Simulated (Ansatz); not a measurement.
Method: DFT PBE, scalar-relativistic, plane waves, PAW in Ansatz. The final run on the 10-atom cell used 420 eV, a Γ-centred 18×18×18 mesh, 0.10 eV smearing and no spin polarisation.

The zero of energy is the elements' standard structures at the same level (N₂ as a molecule); no fitted shifts are applied.

Task: Find a candidate tetragonal metal made of Al, N and Ta, with a formation energy near −0.90 eV/atom and a density near 11.01 g/cm³, in a cell of 10 atoms.

Result: Ta3Al2N5, space group I4/mmm (No. 139). Ta on a site of symmetry 4mm has 6 N at 2.14–2.25 Å, 8 Ta at 3.04–3.06 Å and 4 Al at 3.13 Å; around Ta on a site of symmetry 4/mmm lie 4 N at 2.16 Å, 2 N at 2.39 Å and 12 Ta at 3.04–3.06 Å; around Al lie 2 N at 1.96–2.02 Å, 4 N at 2.16 Å, 8 Al at 2.91–3.06 Å and 4 Ta at 3.13 Å; N on a site of symmetry 4/mmm is surrounded by 6 Ta at 2.14–2.16 Å; 2 more sites not described.

Space group I4/mmm (No. 139). a = 3.058 Å, b = 3.058 Å, c = 21.515 Å, α = 90.00°, β = 90.00°, γ = 90.00°
```json
{"atom": "Ta", "site": "4e", "symmetry": "4mm", "x": "0.0000", "y": "0.0000", "z": "0.0996"}
{"atom": "Ta", "site": "2b", "symmetry": "4/mmm", "x": "0.5000", "y": "0.5000", "z": "0.0000"}
{"atom": "Al", "site": "4e", "symmetry": "4mm", "x": "0.5000", "y": "0.5000", "z": "0.2047"}
{"atom": "N", "site": "2a", "symmetry": "4/mmm", "x": "0.0000", "y": "0.0000", "z": "0.0000"}
{"atom": "N", "site": "4e", "symmetry": "4mm", "x": "0.5000", "y": "0.5000", "z": "0.1109"}
{"atom": "N", "site": "4e", "symmetry": "4mm", "x": "0.0000", "y": "0.0000", "z": "0.2042"}
```

| Property | Result |
| --- | --- |
| Volume per atom | 10.06 Å³ |
| Density | 11.01 g/cm³ |
| Formation energy | −0.90 eV/atom |
| Gap on the 18×18×18 mesh of the 10-atom cell | 0 eV (a metal) |

The structure comes from a generated guess, relaxed at this level; another structure or a mixture of phases may lie lower. The answer needn't be unique; the calculation gave this one.

Spin–orbit coupling, which can matter for Ta, is left out. Symmetry constrained the relaxation, so the result can be a saddle point.
